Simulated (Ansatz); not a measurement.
# One input, then a changed one: AlN (zincblende type)

First run: DFT, r2SCAN, PAW with Ansatz's default frozen-core files, scalar-relativistic (Ansatz 0.2.0).

Command: `ansatz run input.yaml --threads 1 --pin off --max-ram 2048MiB --backend cpu --events-out ev --progress --plain --runs-dir out` It took 22 s on 1 thread of Arm Neoverse V1, with other jobs on the host, peak memory 0.38 GiB.

```yaml
crystal:
  lattice:
    - [0.0, 2.15443469, 2.15443469]
    - [2.15443469, 0.0, 2.15443469]
    - [2.15443469, 2.15443469, 0.0]
  atoms:
    - { symbol: Al, position: [0.0, 0.0, 0.0] }
    - { symbol: "N", position: [0.25, 0.25, 0.25] }
kpoints:
  mp_grid: { grid: [15, 15, 15] }
scf:
  occupations: { method: fermi_dirac, width: 0.08 }
hamiltonian:
  xc: r2scan
  pseudopotentials: { kind: paw }
output:
  forces: true
  stress: true
  write_density: true
  write_potential: true
  elf: true
  volumetric_format: npy
relax:
  f_tol: 0.005
  max_steps: 40
  cell: {}
```

The start is a guessed cell of a prototype that needn't be stable.

This run: cell relaxed at zero pressure.

It converges in 25 SCF iterations over all geometries at a pressure of 0.00 GPa, ending at 10.43 Å³/atom, cutoff 500 eV.

The input is then changed:

```diff
   occupations: { method: fermi_dirac, width: 0.08 }
+  mixing: { algorithm: broyden, beta: 0.05, ndim: 2 }
 hamiltonian:
   pseudopotentials: { kind: paw }
+  dispersion: d3bjatm
 output:
   stress: true
-  write_density: true
-  write_potential: true
-  elf: true
-  volumetric_format: npy
 relax:
```

Predict the outcome of the changed run.

It converges in 48 SCF iterations over all geometries at a pressure of 0.00 GPa, ending at 10.36 Å³/atom, cutoff 500 eV. More than one line changes, and not each need have an effect.
